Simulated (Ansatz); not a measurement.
Here is the system:

AlN:
```yaml
crystal:
  lattice:
    - [3.10655, 0.00000, 0.00000]
    - [-1.55327, 2.69035, 0.00000]
    - [0.00000, 0.00000, 4.97815]
  atoms:
    - { symbol: Al, position: [0.66667, 0.33333, 0.49920] }
    - { symbol: Al, position: [0.33333, 0.66667, 0.99920] }
    - { symbol: N, position: [0.66667, 0.33333, 0.88080] }
    - { symbol: N, position: [0.33333, 0.66667, 0.38080] }
```

This is the r²SCAN-relaxed structure.

All from r²SCAN (plane waves, PAW; program Ansatz), unless another level is named. Give the electron effective mass.

0.30 mₑ (isotropic).

And the weight of the valence-edge state by species (Voronoi cells)?

N 88 %, Al 12 %.

And the valence-band maximum?

at Γ.

What about the weight of the conduction-edge state by species (Voronoi cells)?

N 55 %, Al 45 %.

Space group P6_3mc (wurtzite). The cell was relaxed with r²SCAN under the symmetry of its start; phonons on a q-mesh show no instability.

Potentials: the earlier of the program's two PAW sets.

Edges and masses are those of Kohn–Sham bands, whose gap is no quasiparticle gap.
